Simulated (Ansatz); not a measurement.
NbN:
```xyz
2
Lattice="0.0000 2.2108 2.2108 2.2108 0.0000 2.2108 2.2108 2.2108 0.0000" Properties=species:S:1:pos:R:3 pbc="T T T"
Nb     2.2108     2.2108     2.2108
N      0.0000     0.0000     0.0000
```

Relaxed with PBE. Special points in fractions of this cell's reciprocal vectors: Γ (0.000, 0.000, 0.000); X (0.500, 0.000, 0.500); U (0.625, 0.250, 0.625); K (0.375, 0.375, 0.750); L (0.500, 0.500, 0.500); W (0.500, 0.250, 0.750).

List the band energies nearest the Fermi level at these points for PBE with spin–orbit coupling (plane waves, PAW; program Ansatz).

In eV from the Fermi level; about four levels below and three above (degenerate sets whole), none deeper than 8.9 eV; … stands for higher levels left out; points with the same levels are listed once.

```tsv
k	below	above
Γ	-0.09 -0.09 -0.09 -0.09	…
X	-3.99 -3.99 -3.86 -3.86	1.59 1.59 2.69 2.69
U	-5.51 -5.51 -1.83 -1.83	1.96 1.96 2.15 2.15
L	-6.91 -6.91 -6.89 -6.89	1.45 1.45 1.48 1.48
W	-0.09 -0.09 -0.05 -0.05	2.75 2.75 3.37 3.37
```

Space group Fm-3m (rock salt). Symmetry was held in the PBE relaxation. At this level the phase is dynamically unstable (imaginary phonons). The run is not spin-polarised.

Potentials: the later of the program's two PAW sets.
